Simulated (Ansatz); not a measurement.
Input:

CaGe₂Pd₂:
```cif
data_CaGe2Pd2
_chemical_formula_sum 'Ca1 Ge2 Pd2'
_space_group_name_H-M_alt 'P 1'
_space_group_IT_number 1
_cell_length_a 5.91888
_cell_length_b 5.91888
_cell_length_c 5.91888
_cell_angle_alpha 137.443
_cell_angle_beta 137.443
_cell_angle_gamma 61.757
loop_
_space_group_symop_operation_xyz
  'x, y, z'
loop_
_atom_site_label
_atom_site_type_symbol
_atom_site_fract_x
_atom_site_fract_y
_atom_site_fract_z
_atom_site_occupancy
Ca1 Ca 0.00000 0.00000 0.00000 1
Ge1 Ge 0.37637 0.37637 0.00000 1
Ge2 Ge 0.62363 0.62363 0.00000 1
Pd1 Pd 0.75000 0.25000 0.50000 1
Pd2 Pd 0.25000 0.75000 0.50000 1
```

This is the r²SCAN-relaxed structure.

Q: All from DFT-r²SCAN in the program Ansatz with PAW potentials, unless another level is named. Estimate the electronic character.

A: metallic (no gap).

Q: Predict the density of states at the Fermi level.

A: 0.50 states/eV per atom (mean over ±0.08 eV).

Q: Predict the formation energy from the elements (no fitted shifts).

A: -0.74 eV/atom.

Space group I4/mmm. The workflow started from a Materials Project entry (that database holds measured and hypothetical structures alike); the Crystallography Open Database copy checked does not list it. Its standing as an ambient phase is unchecked. The cell was relaxed with r²SCAN under the symmetry of its start; its stability against distortions is not shown here. The run is not spin-polarised. The references are the lowest solids computed at this level, not always the standard phases. Scalar-relativistic: spin–orbit coupling is off unless named, which matters more the heavier the elements.

Potentials: the later of the program's two PAW sets.
